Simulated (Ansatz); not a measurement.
Method: DFT PBE, scalar-relativistic, plane waves, PAW (Ansatz). Settings: cutoff 420 eV, Γ-centred meshes spaced at most about 0.3 Å⁻¹, and about 0.25 Å⁻¹ or finer for metals (2π included), Gaussian smearing. No spin polarisation in the final relaxations.

These are static total energies at zero pressure.

Compare these two cells of LuSi2Ge3, each relaxed at this level.

A.

```
CELL_PARAMETERS angstrom
3.42690 1.97852 3.08776
-3.42690 1.97852 3.08776
0.00000 -3.95704 3.08776
ATOMIC_POSITIONS crystal
Lu 0.50000 0.50000 0.50000
Si 0.80670 0.80670 0.80670
Si 0.19330 0.19330 0.19330
Ge 0.28019 0.71981 0.00000
Ge 0.00000 0.28019 0.71981
Ge 0.71981 0.00000 0.28019
```

B.

```
CELL_PARAMETERS angstrom
5.44506 0.00000 0.00000
-2.72253 4.71556 0.00000
0.00000 0.00000 4.60373
ATOMIC_POSITIONS crystal
Lu 0.00000 0.00000 0.00000
Si 0.66667 0.33333 0.00000
Si 0.33333 0.66667 0.00000
Ge 0.50000 0.00000 0.50000
Ge 0.50000 0.50000 0.50000
Ge 0.00000 0.50000 0.50000
```

Question: Which is lower in energy, and by how much?

Answer: A is lower, by 103 meV/atom. A has space group R32 (No. 155), 20.9 Å³/atom and no gap on its mesh; B has space group P6/mmm (No. 191), 19.7 Å³/atom and no gap. Counting Ge or Si atoms around Lu (for each partner element, those within 1.25 times its shortest distance or 1.15 times the sum of covalent radii, where it is the nearest in units of that sum or under 1.3), A has Lu 8 and B has Lu 18. The lower one is the more open, so pressure narrows the difference. Even the lower one lies +0.12 eV/atom against the reference forms of the elements (uncorrected), so neither is stable at this level. In A, around Lu lie 2 Si at 2.84 Å and 6 Ge at 2.93 Å; around Si lie 3 Ge at 2.63 Å, 3 Ge at 2.80 Å and 1 Lu at 2.84 Å; Ge is surrounded by 2 Si at 2.63 Å, 2 Si at 2.80 Å, 2 Lu at 2.93 Å and 4 Ge at 3.15–3.33 Å. In B, around Lu lie 6 Si at 3.14 Å and 12 Ge at 3.57 Å; Si is surrounded by 6 Ge at 2.79 Å, 3 Lu at 3.14 Å and 3 Si at 3.14 Å; Ge is surrounded by 4 Ge at 2.72 Å, 4 Si at 2.79 Å and 4 Lu at 3.57 Å. Both come from invented guesses.

A magnetic state wasn't ruled out in cells without spin, among them R32, P6/mmm. Cells relaxed within their symmetry can be saddle points.
